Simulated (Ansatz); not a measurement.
Below is a relaxed structure of Cu2Ge. The cell was found from a structure generator's guess, not taken from experiment.

These are results of DFT PBE, scalar-relativistic, plane waves, PAW in Ansatz, not measurements. Cutoff 420 eV, Γ-centred mesh, Gaussian smearing, no spin polarisation.

```yaml
crystal:
  lattice:
    - [4.39515, 0.00000, 0.00000]
    - [-2.19758, 3.80632, 0.00000]
    - [0.00000, 0.00000, 9.36062]
  atoms:
    - { symbol: Cu, position: [0.00000, 0.00000, 0.62740] }
    - { symbol: Cu, position: [0.00000, 0.00000, 0.37260] }
    - { symbol: Cu, position: [0.00000, 0.00000, 0.12358] }
    - { symbol: Cu, position: [0.00000, 0.00000, 0.87642] }
    - { symbol: Ge, position: [0.33333, 0.66667, 0.50000] }
    - { symbol: Ge, position: [0.66667, 0.33333, 0.50000] }
```

Energies over the elements count from the elements' standard structures at the same level, with no fitted energy shifts.

Task: Find its symmetry and describe it.

Result: P6/mmm (No. 191). Conventional cell: a = 4.395 Å, c = 9.361 Å. Around Cu on its first site lie 2 Cu at 2.33–2.39 Å and 6 Ge at 2.80 Å; around Cu on its second site lie 2 Cu at 2.31–2.33 Å; Ge has 3 Ge at 2.54 Å and 6 Cu at 2.80 Å.

Task: What is its formation energy per atom?

Result: +1.04 eV/atom. The separate elements lie lower, so it is unstable against them.

Task: Is it a metal?

Result: Yes, bands cross the Fermi level on the 12×12×4 mesh.

The last run used a 12×12×4 mesh (in the run's order of axes) for its 6-atom cell and Gaussian smearing of 0.10 eV. A structure relaxed within its symmetry needn't be a true minimum.
